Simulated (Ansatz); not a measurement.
# Zone-centre modes in SrTiO3

Method: Ansatz, DFT PBE, scalar-relativistic, plane waves, PAW. Cutoff 420 eV, Γ-centred 6×6×6 k-points, Gaussian smearing of 0.05 eV. No spin polarisation.

Reference structure (relaxed at this level; it needn't be the usual structure):

```xyz
10
Lattice="-3.9364 0.0000 -3.9364 0.0000 -3.9364 -3.9364 -3.9364 -3.9364 0.0000" Properties=species:S:1:pos:R:3 pbc="T T T"
Sr    0.0000    0.0000    0.0000
Sr   -3.9364   -3.9364   -3.9364
Ti   -1.9682   -1.9682   -1.9682
Ti   -5.9046   -5.9046   -5.9046
O     0.0000   -1.9682   -1.9682
O    -3.9364   -1.9682   -1.9682
O    -1.9682   -3.9364   -1.9682
O    -1.9682    0.0000   -1.9682
O    -1.9682   -1.9682    0.0000
O    -1.9682   -1.9682   -3.9364
```

Harmonic modes by finite displacements of 0.02 Å, without the LO–TO term. The cell doubles the primitive one, so its zone centre also holds the primitive cell's point q = (1/2, 1/2, 1/2).

**Question.** At this geometry, is the structure stable against these modes?

**Answer.** No: 6 modes are unstable, the strongest at 138i cm⁻¹.

**Question.** List the wavenumbers in cm⁻¹.

**Answer.** 138i, 138i, 138i, 72i, 72i, 72i, 0, 0, 0, 125, 125, 125, 144, 144, 144, 233, 233, 233, 414, 414, 414, 424, 424, 424, 431, 431, 509, 509, 509, 801.

Cost: 1 run of about 0.57 core-minutes, on Intel Xeon 6975P-C (Granite Rapids) (shared hosts).